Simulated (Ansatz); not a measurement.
RuN3 (ReO3 type, Pm-3m) under volume change, DFT-PBEsol in the program Ansatz with PAW potentials, scaled uniformly.

| V (Å³/atom) | E − E(relaxed) (meV/atom) | P (GPa) |
|---|---|---|
| 12.241 | ? | ? |
| 12.644 | 34.7 | 14.58 |
| 13.048 | 8.2 | 6.68 |
| 13.451 | 0.0 | 0.00 |
| 13.855 | 7.3 | -5.65 |
| 14.258 | 27.7 | -10.42 |
| 14.662 | ? | ? |

Problem. Fill in the missing entries.

Solution. 
- 14.662, E − E(relaxed) (meV/atom): 59.1
- 14.662, P (GPa): -14.43
- 12.241, E − E(relaxed) (meV/atom): 82.8
- 12.241, P (GPa): 23.90

Problem. What does a third-order Birch–Murnaghan fit give for V₀, B₀ and B′?

Solution. V₀ = 13.45 Å³/atom, B₀ = 204 GPa, B′ = 4.6.

The start of the workflow was typed in or built on a structure type; neither database checked (COD, Materials Project) lists it. Whether it is the stable phase at ambient conditions was not checked. Symmetry was held in the PBEsol relaxation; its stability against distortions is not shown here. The final state is ferromagnetic, the only order run, not a proven ground state. The cell computed holds one magnetic atom, so no antiferromagnetic order was within reach. Its formation energy is positive at this level, so the cell may be metastable or incomplete. No Hubbard U is applied.

Potentials: the earlier of the program's two PAW sets. The files were generated under PBE; for other functionals the program regenerates the frozen cores, and for LDA and PBEsol the local potential too.
